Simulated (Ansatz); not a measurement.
**Computed properties of ZrB$_{2}$**

ZrB$_{2}$:
```xyz
6
Lattice="3.0762 0.0000 0.0000 -1.5381 2.6641 0.0000 0.0000 0.0000 8.5645" Properties=species:S:1:pos:R:3 pbc="T T T"
Zr     1.5381     0.8880     6.4234
Zr     0.0000     1.7760     2.1411
B      1.5381     0.8880     4.0511
B      0.0000     1.7760     4.5134
B      0.0000     1.7760     8.3334
B      1.5381     0.8880     0.2311
```

Space group P6_3/mmc (No. 194); conventional cell a = b = 3.0762 Å, c = 8.5645 Å, α = β = 90.00°, γ = 120.00°.

Method: DFT-PBE in the program Ansatz with PAW potentials. The cell and atoms are relaxed at this level. Other levels are named where they apply.

**Cell and energy**

Volume per atom: 11.70 Å³
Density: 5.34 g/cm³
Formation energy from the elements (no fitted shifts): -14 kJ/mol of atoms

**Electronic structure**

- Electronic character = metallic (no gap)
- Density of states at the Fermi level = 0.55 states/eV per atom (mean over ±0.08 eV)
- Gap with spin–orbit coupling = none (metallic)

**Mechanics**

Bulk modulus (Birch–Murnaghan fit): 167 GPa
Pressure derivative B′: 3.7

The start of the workflow was typed in or built on a structure type; neither database checked (COD, Materials Project) lists it. It is not the phase usual at ambient conditions (space group No. 191). The PBE relaxation kept the symmetry of its start; its stability against distortions is not shown here. The run is not spin-polarised. The references are the lowest solids computed at this level, not always the standard phases. Scalar-relativistic: spin–orbit coupling is off unless named, which matters more the heavier the elements.

Potentials: the earlier of the program's two PAW sets.
